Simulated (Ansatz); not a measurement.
**Vibrational response of ZrTiSi4**

These are results of Ansatz, DFT PBE, scalar-relativistic, plane waves, PAW, not measurements. Settings: 420 eV plane-wave cutoff, Γ-centred 10×10×10 mesh, Fermi-Dirac smearing of 0.15 eV. No spin polarisation. Phonons by linear response, acoustic sum rule imposed.

The cell, relaxed at this level:
```
CELL_PARAMETERS angstrom
3.62826 0.00000 0.00000
0.00000 1.81343 7.11539
0.00000 -1.81343 7.11539
ATOMIC_POSITIONS crystal
Zr 0.50000 0.10618 0.10618
Ti 0.00000 0.89712 0.89712
Si 0.00000 0.54711 0.54711
Si 0.50000 0.43561 0.43561
Si 0.00000 0.25698 0.25698
Si 0.50000 0.75700 0.75700
```

The cell was found from a structure generator's guess, not taken from experiment. In a metal, frequencies depend on the k mesh and the smearing, soft modes most.

Question: Is this structure stable against zone-centre distortions?

Answer: Yes, at Γ: no optical mode is imaginary. Strains and other wave vectors aren't tested by this run.

Question: List the optical modes at Γ (i marks imaginary ones).

Answer:
```
frequency (cm⁻¹)  degeneracy
             165           1
             177           1
             185           1
             193           1
             210           1
             250           1
             275           1
             297           1
             301           1
             319           1
             330           1
             337           1
             340           1
             352           1
             440           1
```
